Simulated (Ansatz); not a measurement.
In2BiSb as one 4-atom ordering (P-4m2) on the zincblende lattice, relaxed with r2SCAN. It is tetragonal, P-4m2 (No. 115); conventional cell a = 4.713 Å, c = 6.642 Å, 36.88 Å³ an atom. Around Sb lie 4 In at 2.86 Å; around In lie 2 Sb at 2.86 Å and 2 Bi at 2.91 Å; around Bi lie 4 In at 2.91 Å.

```cif
data_structure
_symmetry_space_group_name_H-M 'P 1'
_symmetry_Int_Tables_number 1
_cell_length_a 4.7129
_cell_length_b 4.7129
_cell_length_c 6.6420
_cell_angle_alpha 90.000
_cell_angle_beta 90.000
_cell_angle_gamma 90.000
_cell_volume 147.53
loop_
_atom_site_label
_atom_site_type_symbol
_atom_site_fract_x
_atom_site_fract_y
_atom_site_fract_z
_atom_site_occupancy
Sb1 Sb 0.00000 0.00000 0.00000 1
In1 In 0.00000 0.50000 0.75660 1
Bi1 Bi 0.50000 0.50000 0.50000 1
In2 In 0.50000 0.00000 0.24340 1
```

The questions ask for values computed with Ansatz 0.2.0 on this geometry. The calculation is non-magnetic, and the structure need not be a phase that has been made.

(1) What gap does PBE give, and where are the band edges?

(2) What does PBE+SOC give for the gap (6×6×4 mesh)?

(3) Estimate the gap with r2SCAN on 6×6×4.

Results:

(1) With PBE the bands overlap by 0.03 eV (counted from 1, band 28 peaks at Γ and band 29 bottoms out at R): no gap.

(2) With PBE+SOC the bands overlap by 0.41 eV (counted from 1, band 56 peaks at Γ and band 57 bottoms out at R): no gap.

(3) r2SCAN gives a gap of zero: filled and empty bands touch at Γ.

Only the levels marked +SOC include spin-orbit coupling.

Where bands overlap the cell is a metal at that level, and these k meshes limit energies, forces and stress. Overlaps of a few tenths of an eV in semilocal functionals can be an artefact that a hybrid or GW lifts.
